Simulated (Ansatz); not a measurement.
Li (bcc (W type), Im-3m) under volume change, PBEsol in the plane-wave PAW code Ansatz, scaled uniformly.

```
V (Å³/atom)  E − E(relaxed) (meV/atom)  P (GPa)
-----------  -------------------------  -------
18.430                             8.0     1.51
19.038                             3.4     0.94
19.646                             0.8     0.44
20.253                             0.0     0.00
20.861                             0.7    -0.38
21.468                             2.9    -0.72
22.076                             6.2    -1.02
```

Question: What does a third-order Birch–Murnaghan fit give for V₀, B₀ and B′?

Answer: V₀ = 20.25 Å³/atom, B₀ = 13.7 GPa, B′ = 3.3.

Symmetry was held in the PBEsol relaxation.

Potentials: the earlier of the program's two PAW sets. The files were generated under PBE; for other functionals the program regenerates the frozen cores, and for LDA and PBEsol the local potential too.
